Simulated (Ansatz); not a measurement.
Input and command of a plane-wave DFT calculation in Ansatz:

```yaml
crystal:
  lattice:
    - [4.0503940292, 0.0, 0.0]
    - [0.0, 4.0503940292, 0.0]
    - [0.0, 0.0, 4.2264981175]
  atoms:
    - { symbol: Ta, position: [0.0, 0.5, 0.5] }
    - { symbol: Ta, position: [0.5, 0.0, 0.5] }
    - { symbol: Ta, position: [0.5, 0.5, 0.0] }
    - { symbol: Ta, position: [0.0, 0.0, 0.0] }
    - { symbol: C, position: [0.5, 0.0, 0.0] }
    - { symbol: C, position: [0.0, 0.5, 0.0] }
    - { symbol: C, position: [0.0, 0.0, 0.5] }
basis:
  ecutwfc: 420
kpoints:
  mp_grid: { grid: [10, 10, 10] }
hamiltonian:
  xc: pbesol
scf:
  occupations: { method: gaussian, width: 0.15 }
output:
  forces: true
  stress: true
  eigenvalues: true
```

```bash
ansatz run input.yaml --threads 2 --pin off --max-ram 5120MiB --backend cpu --events-out ev --progress --plain --runs-dir out
```

Processor: Oxide Virtual Turin-like Processor (Zen 5), 2 threads, on a host shared with other jobs.

Task: Estimate time, memory and problem size.

Result: About 5.8 s on 2 threads of Oxide Virtual Turin-like Processor (Zen 5), with other jobs on the host, peak memory 0.56 GiB. It solves 39 bands at 126 k points (the mesh reduced by symmetry) with about 1343 plane waves, in 6 SCF iterations.
